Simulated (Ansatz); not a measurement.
Ta$_{3}$Ru:
```cif
data_Ru4Ta12
_chemical_formula_sum 'Ta12 Ru4'
_space_group_name_H-M_alt 'Fm-3m'
_space_group_IT_number 225
_space_group_name_Hall '-F 4 2 3'
_cell_length_a 6.34430
_cell_length_b 6.34430
_cell_length_c 6.34430
_cell_angle_alpha 90.000
_cell_angle_beta 90.000
_cell_angle_gamma 90.000
loop_
_atom_site_label
_atom_site_type_symbol
_atom_site_symmetry_multiplicity
_atom_site_Wyckoff_symbol
_atom_site_fract_x
_atom_site_fract_y
_atom_site_fract_z
_atom_site_occupancy
Ta1 Ta 8 c 0.25000 0.25000 0.25000 1
Ta2 Ta 4 b 0.50000 0.50000 0.50000 1
Ru1 Ru 4 a 0.00000 0.00000 0.00000 1
```
(The calculation used a cell of 4 atoms; values per cell refer to that cell.)

Relaxed with LDA.

**Question.** Which orbitals make up the states near the Fermi level in LDA in the plane-wave PAW code Ansatz?

**Answer.** Within 0.5 eV of the Fermi level: Ta 5d 64 %, Ru 4d 22 %, Ta 6s 6 %. Projections are on Löwdin-orthogonalised atomic valence shells; empty p or d shells of many metals are not among them.

**Question.** Tabulate the density of states.

**Answer.** States/eV per cell of 4 atoms, in 0.25 eV bins, energy from the Fermi level.

```tsv
E (eV)	total	Ta 5d	Ru 4d	Ta 6s
-7.85	0.15	0.00	0.00	0.10
-7.60	0.20	0.00	0.00	0.14
-7.35	0.24	0.00	0.00	0.16
-7.10	0.29	0.01	0.00	0.19
-6.85	0.34	0.01	0.00	0.22
-6.60	0.39	0.02	0.01	0.26
-6.35	0.46	0.03	0.01	0.29
-6.10	0.53	0.05	0.02	0.33
-5.85	0.64	0.07	0.03	0.38
-5.60	0.81	0.13	0.06	0.45
-5.35	1.79	0.56	0.34	0.69
-5.10	2.70	1.05	0.66	0.83
-4.85	2.68	1.21	0.78	0.49
-4.60	3.77	1.72	1.06	0.66
-4.35	4.21	1.99	1.40	0.59
-4.10	4.32	2.16	1.64	0.29
-3.85	4.92	2.52	1.71	0.29
-3.60	4.02	2.17	1.41	0.17
-3.35	2.60	1.26	1.14	0.06
-3.10	7.39	2.54	4.66	0.03
-2.85	7.38	2.25	4.89	0.06
-2.60	3.21	1.31	1.62	0.14
-2.35	2.45	1.40	0.81	0.14
-2.10	2.36	1.45	0.65	0.16
-1.85	3.17	2.07	0.77	0.19
-1.60	5.66	4.33	0.88	0.26
-1.35	5.97	4.46	0.92	0.34
-1.10	4.59	3.30	0.79	0.24
-0.85	4.94	3.50	0.80	0.29
-0.60	4.27	3.06	0.63	0.28
-0.35	3.55	2.44	0.67	0.19
-0.10	2.23	1.44	0.47	0.15
0.15	1.98	1.20	0.54	0.12
0.40	1.39	0.78	0.38	0.10
0.65	2.25	1.30	0.63	0.15
0.90	3.12	1.90	0.77	0.16
1.15	3.91	2.34	1.13	0.15
1.40	4.56	2.89	1.38	0.09
1.65	5.51	3.92	1.15	0.07
1.90	4.31	3.28	0.66	0.11
2.15	4.00	3.00	0.62	0.10
2.40	1.80	1.40	0.28	0.04
2.65	1.11	0.88	0.17	0.02
2.90	1.83	1.47	0.25	0.05
3.15	3.10	2.48	0.41	0.11
3.40	2.90	2.29	0.40	0.08
3.65	2.81	2.30	0.30	0.04
3.90	4.69	4.03	0.30	0.10
4.15	3.66	3.26	0.15	0.06
4.40	4.06	3.63	0.12	0.05
```

The first step of the workflow began from a Materials Project structure, measured or hypothetical; the Crystallography Open Database copy checked does not list it. With Ta and Ru taken as one species the cell has the higher symmetry Im-3m, so it may be an ordered model of a mixed-site phase. Its standing as an ambient phase is unchecked. The LDA relaxation kept the symmetry of its start; its stability against distortions is not shown here. No spin polarisation was allowed. Spin–orbit coupling is left out wherever it is not named.

Potentials: the later of the program's two PAW sets.
